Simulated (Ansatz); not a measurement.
GaSb: computed property card

GaSb:
```yaml
crystal:
  lattice:
    - [4.32891, 0.00000, 0.00000]
    - [-2.16445, 3.74894, 0.00000]
    - [0.00000, 0.00000, 14.20170]
  atoms:
    - { symbol: Ga, position: [0.66667, 0.33333, 0.99976] }
    - { symbol: Sb, position: [0.66667, 0.33333, 0.18774] }
    - { symbol: Ga, position: [0.00000, 0.00000, 0.25048] }
    - { symbol: Sb, position: [0.00000, 0.00000, 0.43702] }
    - { symbol: Ga, position: [0.33333, 0.66667, 0.49976] }
    - { symbol: Sb, position: [0.33333, 0.66667, 0.68774] }
    - { symbol: Ga, position: [0.00000, 0.00000, 0.75048] }
    - { symbol: Sb, position: [0.00000, 0.00000, 0.93702] }
```

Space group P6_3mc (No. 186); conventional cell a = 4.329 Å, b = 4.329 Å, c = 14.202 Å, α = 90.00°, β = 90.00°, γ = 120.00°.

Method: plane-wave PAW r²SCAN (Ansatz code). Geometry: relaxed at this level of theory. Other levels are named where they apply.

**Cell and energy**

```json
{
 "volume_per_atom": "28.81 Å³",
 "density": "5.52 g/cm³",
 "Formation energy from the elements (no fitted shifts)": "-0.23 eV/atom"
}
```

**Electronic structure**

```json
{
  "band_gap": "0.42 eV (direct)",
  "valence_band_maximum": "at Γ",
  "conduction_band_minimum": "at Γ",
  "electron_effective_mass": "0.025 mₑ (isotropic)",
  "Electron effective mass with spin–orbit coupling": "0.017, 0.017, 0.018 mₑ (principal values)",
  "Hole effective mass, band 1 of 2 at the edge": "0.69 along x, 0.60 along z (mₑ)",
  "Hole effective mass, band 2 of 2 at the edge": "0.023 along x, 0.60 along z (mₑ)",
  "Hole effective mass with spin–orbit coupling": "0.022, 0.022, 0.57 mₑ (principal values)",
  "HSE06 gap on the r²SCAN cell": "0.80 eV",
  "Gap with spin–orbit coupling": "0.21 eV"
}
```

**Mechanics**

```json
{
  "Bulk modulus (Birch–Murnaghan fit)": "52.7 GPa",
  "Pressure derivative B′": "4.9",
  "Elastic constants (relaxed ions, GPa)": "C11 = 104, C12 = 33.2, C13 = 22.2, C33 = 117, C44 = 29.3",
  "mechanical_stability": "stable (all eigenvalues of C positive)",
  "hill_bulk_and_shear_moduli": "53.3 and 34.7 GPa",
  "Young's modulus": "85.6 GPa",
  "Poisson's ratio": "0.23",
  "debye_temperature_from_the_elastic_constants": "270 K",
  "Piezoelectric stress constants (proper, relaxed ions, C/m²)": "e15 = e24 = 0.13, e31 = e32 = 0.12, e33 = -0.31"
}
```

**Charges**

```json
{
  "bader_charges": "Ga +0.38, Sb -0.38 e"
}
```

The start of the workflow was typed in or built on a structure type; the Crystallography Open Database copy checked does not list it. It is not the phase usual at ambient conditions (space group No. 216). The cell was relaxed with r²SCAN under the symmetry of its start; whether a distortion lowers the energy is not shown. Signs of piezoelectric constants follow the polarity of the cell as given. The references are the lowest solids computed at this level, not always the standard phases. Scalar-relativistic: spin–orbit coupling is off unless named, which matters more the heavier the elements.

Potentials: the earlier of the program's two PAW sets.
